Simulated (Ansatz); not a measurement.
One crystal and one scan (energy over volume and axial ratio) at two levels, PBE (plane waves to 420 eV, PAW, scalar-relativistic; Ansatz, a first-principles code) and PBEsol (plane waves to 420 eV, PAW, scalar-relativistic; Ansatz), each from its own relaxed cell and on its own mesh.

The crystal is InAs (zinc blende); volume and axial ratio are varied about the relaxed values (subscript 0).

E stands for the smeared free energy. InAs was relaxed with its symmetry unable to fall. The PAW data are Ansatz's earlier set. With partly filled bands, the response to shear is sensitive to the k mesh, so small differences along c/a are uncertain. Both scans cover V/V₀ from 0.920 to 1.080 and (c/a)/(c/a)₀ from 0.960 to 1.040.

```csv
quantity,run 1,run 2
Lattice constant a (Å),6.187,6.087
"Shear modulus C′ = (C11 − C12)/2 (fit, atoms clamped) (GPa)",16.5,17.0
```

Task: Which run is which level?

Result: Run 1 is PBE, run 2 is PBEsol. PBE gives the higher value for: lattice constant a. PBE gives the lower value for: shear modulus C′. (PBE) At this level the bands of InAs touch or barely overlap; measurements give the solid a gap. (PBEsol) At this level the bands of InAs touch or barely overlap; measurements give the solid a gap.

(Under strain, the slope of the energy per volume gives the stress and its curvature an elastic modulus.)
